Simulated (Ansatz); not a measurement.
Here is an unrelaxed guess for HfF5.

```
CELL_PARAMETERS angstrom
5.09712 0.00000 0.00000
-2.54856 4.41424 0.00000
0.00000 0.00000 3.96654
ATOMIC_POSITIONS crystal
Hf 0.00000 0.00000 0.00000
F 0.33333 0.66667 0.00000
F 0.66667 0.33333 0.00000
F 0.50000 0.00000 0.50000
F 0.50000 0.50000 0.50000
F 0.00000 0.50000 0.50000
```

Computed with DFT PBE, scalar-relativistic, plane waves, PAW (Ansatz). Cutoff 420 eV; k points 6×6×4 on the computed 6-atom cell (Γ-centred); Gaussian smearing, width 0.10 eV; no spin polarisation.

The zero of energy is the elements' standard structures at the same level (F₂ as a molecule); no fitted shifts are applied.

Problem. Estimate its pressure, forces and energy as it stands.

Solution. The pressure is -19.7 GPa (the mean over three directions, positive in compression), the largest force is 0.00 eV/Å (symmetry fixes the atoms), and the energy is −0.55 eV/atom against the elements. The shortest distance is 2.47 Å.

Problem. How much does it gain on relaxing, and where does it end?

Solution. Relaxing gains about 1.0 eV/atom (the start's value is from the coarse mesh, so the gain is rough) in 15 ionic steps and ends at −1.58 eV/atom on the finer mesh. The symmetry stays P6/mmm (No. 191). The volume per atom shrinks by 30.7 %, from 14.9 to 10.3 Å³. The shortest distance goes from 2.47 Å (F–F) to 2.03 Å (F–F). The ratio c/a of the conventional cell changes by a factor of 1.38. Conventional cell: a = 4.056 Å, c = 4.344 Å. Hf is surrounded by 6 F at 2.34 Å; around F on a site of symmetry -6m2 lie 3 Hf at 2.34 Å and 9 F at 2.34–2.47 Å; around F on a site of symmetry mmm lie 4 F at 2.03 Å and 4 F at 2.47 Å (long contacts).

The last run used a 12×12×10 mesh (in the run's order of axes) for its 6-atom cell and Gaussian smearing of 0.10 eV. These runs have no spin–orbit coupling, which can matter for Hf. An odd number of electrons in the primitive cell allows no gap without spin; a larger cell or a magnetic state could open one. The cell is a metal run without spin; a magnetic state may lie lower. The relaxation can't lower the symmetry of the start. A structure relaxed within its symmetry needn't be a true minimum. Another cell of HfF5 relaxed alike, in Cmmm, lies 1.28 eV/atom lower, so this cell isn't the stable form at this level.
